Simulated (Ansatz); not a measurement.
Starting cell, HfC (rock salt):

```xyz
2
Lattice="0.0000 2.3258 2.3258 2.3258 0.0000 2.3258 2.3258 2.3258 0.0000" Properties=species:S:1:pos:R:3 pbc="T T T"
C      0.0000     0.0000     0.0000
Hf     2.3258     2.3258     2.3258
```

The atoms are displaced by Q × the pattern below (from a DFPT mode at Γ, largest move 1; Q in Å), at fixed cell. It is one choice among 3 degenerate patterns.

| atom | x | y | z |
|---|---|---|---|
| C1 | 0.000 | 0.000 | 1.000 |
| Hf2 | 0.000 | 0.000 | -0.067 |

All values below come from PBE (plane waves to 420 eV, PAW, scalar-relativistic; Ansatz, an electronic-structure program). k mesh 17×17×17 (Γ-centred), Fermi-Dirac smearing 0.05 eV. E stands for the smeared free energy. With partly filled bands, energies and forces of such displacements shift with the k mesh and the smearing. HfC is run without spin polarisation. HfC was relaxed with its symmetry unable to fall. Spin-orbit coupling is left out, though Hf is heavy. The zero of ΔE is the undisplaced structure.

Task: Estimate the ΔE (eV/cell) and −dE/dQ from forces (eV/Å) for Q (Å) = -0.083, -0.067, -0.033, 0.050, 0.067, 0.083.

Result: 
```tsv
Q (Å)	ΔE (eV/cell)	−dE/dQ from forces (eV/Å)
-0.083	0.0298	0.701
-0.067	0.0192	0.569
-0.033	0.0048	0.290
0.050	0.0109	-0.432
0.067	0.0192	-0.569
0.083	0.0298	-0.701
```

(For displaced atoms, the force is minus the slope of the energy, and its curvature is a force constant, which sets phonon frequencies.)
